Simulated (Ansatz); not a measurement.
The cell below belongs to a search over invented structures; it isn't taken from experiment.

Input and command of a plane-wave DFT calculation in Ansatz:

```yaml
crystal:
  lattice:
    - [3.1846481087, 0.0, 0.0]
    - [-1.5923240544, 2.7579861643, 0.0]
    - [0.0, 0.0, 27.1590390927]
  atoms:
    - { symbol: V, position: [0.0, 0.0, 0.9998999498], spin: -0.86 }
    - { symbol: V, position: [0.0, 0.0, 0.7517059697], spin: -0.86 }
    - { symbol: V, position: [0.0, 0.0, 0.2484085274], spin: 0.86 }
    - { symbol: Mo, position: [0.0, 0.0, 0.4999854354] }
    - { symbol: S, position: [0.3333333333, 0.6666666667, 0.0547126364] }
    - { symbol: S, position: [0.3333333333, 0.6666666667, 0.5574955844] }
    - { symbol: S, position: [0.6666666667, 0.3333333333, 0.1936058844] }
    - { symbol: S, position: [0.6666666667, 0.3333333333, 0.696894938] }
    - { symbol: S, position: [0.6666666667, 0.3333333333, 0.3032250209] }
    - { symbol: S, position: [0.6666666667, 0.3333333333, 0.8064973863] }
    - { symbol: S, position: [0.3333333333, 0.6666666667, 0.94509295] }
    - { symbol: S, position: [0.3333333333, 0.6666666667, 0.4424757173] }
basis:
  ecutwfc: 420
kpoints:
  mp_grid: { grid: [12, 12, 2] }
hamiltonian:
  xc: pbe
scf:
  occupations: { method: gaussian, width: 0.1 }
output:
  forces: true
  stress: true
  eigenvalues: true
  populations: true
magnetization:
  spin_polarized: true
relax:
  adjacent_minimum: "off"
  f_tol: 0.01
  max_steps: 80
  cell: { stress_tol: 0.05 }
```

```bash
ansatz run input.yaml --threads 4 --pin off --max-ram 8192MiB --backend cpu --events-out ev --progress --plain --runs-dir out
```

Processor: Intel(R) Xeon(R) 6975P-C (Granite Rapids), 4 threads, on a host shared with other jobs.

**Question.** Estimate time, memory and problem size.

**Answer.** About 3.2 min, peak memory 1.3 GiB. It solves 64 bands at 38 k points (after reduction by symmetry) with about 4857 plane waves (on the last cell), in 141 SCF iterations over 7 ionic steps.
